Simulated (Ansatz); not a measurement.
TiZnO₃:
```xyz
10
Lattice="2.5303 1.4609 4.6078 -2.5303 1.4609 4.6078 0.0000 -2.9217 4.6078" Properties=species:S:1:pos:R:3 pbc="T T T"
Ti     0.0000     0.0000    11.8054
Ti     0.0000     0.0000     2.0180
Zn     0.0000     0.0000     8.8380
Zn     0.0000     0.0000     4.9854
O     -0.8526    -1.6230     8.0059
O      0.8526     1.6230     5.8174
O     -0.9793     1.5499     8.0059
O      0.9793    -1.5499     5.8174
O      1.8319     0.0732     8.0059
O     -1.8319    -0.0732     5.8174
```

Relaxed with PBEsol.

Problem. Give the Bader charges and basin volumes of the independent atoms, PBEsol in the plane-wave PAW code Ansatz.

Solution. 

| atom | Bader charge (e) | Bader volume (Å³) |
|---|---|---|
| Ti1 | +2.20 | 7.1 |
| Zn3 | +1.33 | 9.1 |
| O5 | -1.18 | 11.6 |

Space group R-3. The workflow started from a Materials Project entry (that database holds measured and hypothetical structures alike); the Crystallography Open Database copy checked does not list it. Its standing as an ambient phase is unchecked. The cell was relaxed with PBEsol under the symmetry of its start; its stability against distortions is not shown here. The run is not spin-polarised.

Potentials: the later of the program's two PAW sets.
